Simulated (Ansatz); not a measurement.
As₂O₃:
Space group P2₁/c (No. 14); a = 4.4007 Å, b = 12.3957 Å, c = 6.4815 Å, α = γ = 90.00°, β = 126.20°

```csv
atom,site,symmetry,x,y,z
As,4e,1,0.3627,0.3542,0.3597
As,4e,1,0.2233,0.0935,0.2729
O,4e,1,0.1597,0.8624,0.0421
O,4e,1,0.5250,0.0931,0.1714
O,4e,1,0.3756,0.2159,0.4506
```

Relaxed at zero pressure with DFT-LDA in the program Ansatz with PAW potentials.

Question: The volume is raised by 6 % and shape and atoms relax at that volume. What pressure results, and how do the axes share the change?

Answer: -1.1 GPa; a 1.4 %, b 2.2 %, c 2.0 %; the energy rises by 3 meV/atom.

Question: Give the new structure.

Answer: 
Space group P2₁/c (No. 14); a = 4.4636 Å, b = 12.6629 Å, c = 6.6127 Å, α = γ = 90.00°, β = 125.99°

```json
[
 {"atom": "As", "site": "4e", "symmetry": "1", "x": "0.3705", "y": "0.3520", "z": "0.3635"},
 {"atom": "As", "site": "4e", "symmetry": "1", "x": "0.2224", "y": "0.0971", "z": "0.2669"},
 {"atom": "O", "site": "4e", "symmetry": "1", "x": "0.1592", "y": "0.8593", "z": "0.0388"},
 {"atom": "O", "site": "4e", "symmetry": "1", "x": "0.5177", "y": "0.0971", "z": "0.1658"},
 {"atom": "O", "site": "4e", "symmetry": "1", "x": "0.3745", "y": "0.2159", "z": "0.4451"}
]
```

The phase is kept; no other phase was compared at this pressure.

Space group P2_1/c. The first step of the workflow began from a Materials Project structure, measured or hypothetical; the Crystallography Open Database files this formula in space group No. 14, but the cells were not matched. Its standing as an ambient phase is unchecked. The cell was relaxed with LDA under the symmetry of its start; phonons on a q-mesh show no instability. The volume lies over 15 % below that of the usual cell of this phase: another minimum, or an error of the functional. A crystal of weakly bound layers computed without a dispersion correction: the cell and the soft elastic constants depend strongly on that.

Potentials: the later of the program's two PAW sets.
